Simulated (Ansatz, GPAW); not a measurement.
# One calculation of ScSi2, 5 ways

```
CELL_PARAMETERS angstrom
3.66000 0.00000 0.00000
-1.83000 3.16965 0.00000
0.00000 0.00000 3.87000
ATOMIC_POSITIONS crystal
Sc 0.00000 0.00000 0.00000
Si 0.66667 0.33333 0.50000
Si 0.33333 0.66667 0.50000
```

Alike in all runs: task single point; functional PBE; k mesh 8 × 8 × 7; occupations fermi-dirac, width 0.05 eV; no spin polarisation; no spin-orbit coupling. Pressure is positive in compression and, in plane waves, holds the error of the finite cutoff, which Ansatz's Pulay term estimates and takes out.

```tsv
program and potentials	plane-wave cutoff (eV)	notes	pressure (GPa)
Ansatz, Ansatz PAW (files of its older set among them)	610	-	25.12
Ansatz, SPMS NC	544	-	?
Ansatz, PseudoDojo stringent (PBE files)	1061	Pulay term of +0.02 GPa included	24.89
Ansatz, JTH PAW	1350	-	25.07
GPAW, GPAW PAW data sets (gpaw-data 1.2.1)	600	-	25.50
```

Task: Estimate from the other rows what the run with Ansatz, SPMS NC gave.

Result: Pressure 24.88 GPa. Its pressure holds a Pulay term of +0.14 GPa. The other rows, which needn't bracket it: pressure 24.89 to 25.50.
